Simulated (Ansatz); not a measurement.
# How hard is it to compress?

Candidates compared on computed values. Bulk modulus and its pressure derivative give the pressure that a small compression needs; a soft, simple solid makes a sensitive pressure gauge, a stiff one a good anvil or seat.

The reference row is MgO. Hydrostatic compression by 5 % of the volume (V₀/V = 1.0526), no change of phase.

### Data

Methods, by column (Ansatz, a plane-wave PAW program): B₀, B₀′: r²SCAN, Birch–Murnaghan fit of energy against volume; volume per atom: r²SCAN, relaxed cell.

Definitions used: linear estimate = B₀ × compression; P = (B₀/B₀′)[(V₀/V)^B₀′ − 1]; modulus under load = B₀ + B₀′P; relative pressure = P/P_ref.

```
crystal                     B₀ (GPa)  B₀′  V (Å³/atom)  linear estimate (GPa)  Murnaghan pressure (GPa)  modulus there (GPa)  pressure (relative)
--------------------------  --------  ---  -----------  ---------------------  ------------------------  -------------------  -------------------
TiZn2 (P6₃/mmc, hP12)            123  4.5        14.64                    6.2                     7.092                  155                 0.74
LuHg (CsCl type)                81.6  4.7        23.66                    4.1                     4.730                  104                 0.50
KNi2In9 (P6/mmm, hP12)          50.5  5.3        23.92                    2.5                     2.975                 66.3                 0.31
MgO (rock salt), reference       167  4.1         9.29                    8.4                     9.527                  206                 1.00
LiZn (Fd-3m, cF16)              47.0  4.4        14.15                    2.4                     2.703                 58.9                 0.28
MgAu (CsCl type)                91.6  4.7        17.49                    4.6                     5.310                  117                 0.56
```

Runs started from generated or typed cells of the structure named: MgO. Not checked to be the ambient phase: TiZn2 (P6₃/mmc, hP12); LuHg (CsCl type); KNi2In9 (P6/mmm, hP12); LiZn (Fd-3m, cF16); MgAu (CsCl type). Run without spin polarisation: KNi2In9 (P6/mmm, hP12). Spin–orbit coupling is left out unless named.

### Worked example

The steps for MgAu (CsCl type):

1. linear estimate: 91.6 × 5/100 = 4.6 GPa
2. P = (91.6/4.7) × (1.0526^4.7 − 1) = 5.310 GPa
3. modulus there: 91.6 + 4.7 × 5.310 = 117 GPa
4. relative pressure: 5.310/9.527 = 0.56

Worked for MgO:

linear estimate: 167 × 5/100 = 8.4 GPa; P = (167/4.1) × (1.0526^4.1 − 1) = 9.527 GPa; modulus there: 167 + 4.1 × 9.527 = 206 GPa.

### Result

In order of relative pressure, highest first: MgO (1.00 ± 0.051), TiZn2 (P6₃/mmc, hP12) (0.74 ± 0.038), MgAu (CsCl type) (0.56 ± 0.028), LuHg (CsCl type) (0.50 ± 0.025), KNi2In9 (P6/mmm, hP12) (0.31 ± 0.016), LiZn (Fd-3m, cF16) (0.28 ± 0.015). The ± follows from allowances picked for this note (B₀ 5 %, B₀′ 0.4), carried to first order and added in quadrature, each row's own inputs moving alone; ≈ joins neighbours closer than their two ± added in quadrature.

The usual expectation is that B₀ falls with volume per atom (a modulus is an energy per volume, so compact lattices are stiff). These rows show that weakly (rank correlation −0.43 over 6 rows); without LiZn (Fd-3m, cF16) it is −1.00.

### Caveats

B₀′ is the least certain number of such a fit, often by half a unit. Where several phases of a formula are at hand, those over 0.1 eV/atom above the lowest were not drawn (by r²SCAN where it compared them, else by the largest value; a layered or molecular lowest phase counts only with a dispersion term); other phases could lie lower still. Rows were sampled with a lean to familiar crystals, related or not, whatever their agreement with measurement; tables with many equal figures were not kept. Limits of the draw: no layered crystals, B₀′ of 2 to 8; no unfamiliar magnets, and cubic perovskites only if shown or known to be stable. As a rule kept out of such tables: 4f compounds, open-shell compounds run without a Hubbard term, cells found unstable in the tests at hand, cells close to a higher symmetry, and runs set to a pressure or over 12 % in volume from the crystal's fullest run.
